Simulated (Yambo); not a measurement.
**WO3 at -1 % biaxial strain: lowest vertical excitons**

```xyz
4
Lattice="3.7570 0.0000 0.0000 0.0000 3.7570 0.0000 0.0000 0.0000 3.8003" Properties=species:S:1:pos:R:3 pbc="T T T"
O      0.0000     0.0000     1.9001
O      1.8785     0.0000     0.0000
O      0.0000     1.8785     0.0000
W      0.0000     0.0000     0.0000
```

The PBEsol cell relaxed from Materials Project entry mp-19390 was given a biaxial strain of -1 % along x and y, z relaxed, and the atoms were relaxed again.

BSE in Yambo on PBEsol (pw.x of Quantum ESPRESSO, ONCV potentials, without SOC) bands: 8×8×8 mesh, 6 valence and 3 conduction bands, static screening with 36 bands and a 4 Ry block, scissor 0.97 eV, Tamm-Dancoff; field along x.

```csv
state,energy (eV),states within 2 meV,relative strength,class,main transitions
1,2.45,1,< 0.01,dark,VB → CB (73 %)
2,2.46,1,< 0.01,dark,VB → CB (71 %)
3,2.49,2,0.19,strong,several band pairs
4,2.51,4,0.71,strong,several band pairs
5,2.53,5,< 0.01,dark,VB → CB (61 %)
6,2.55,2,< 0.01,dark,VB → CB (75 %)
7,2.56,2,1.00,strong,several band pairs
8,2.56,2,< 0.01,dark,VB → CB (100 %)
9,2.58,4,0.79,strong,several band pairs
```

These are vertical excitations (zero momentum); the indirect quasiparticle gap, about 1.49 eV, is smaller than the direct one (2.63 eV on the GW mesh). The direct quasiparticle gap on this mesh is 2.63 eV; counted from there, state 1 is bound by 0.18 eV. Convergence with the mesh was not shown.

Spin singlets only. Strengths are relative to the strongest of the lowest states of this run; strong means a line over 3 % of the spectrum's maximum, dark under 0.03 %. Absolute energies carry the error of the G0W0 scissor, whose convergence isn't established; the long-wavelength screening was taken along (1,1,1) although the crystal is anisotropic.

Spin-orbit coupling is left out, which matters for elements this heavy: edges can move by tenths of an eV.

The structure is a Materials Project entry; no match was found in the copy of COD used, and its stability was not checked.
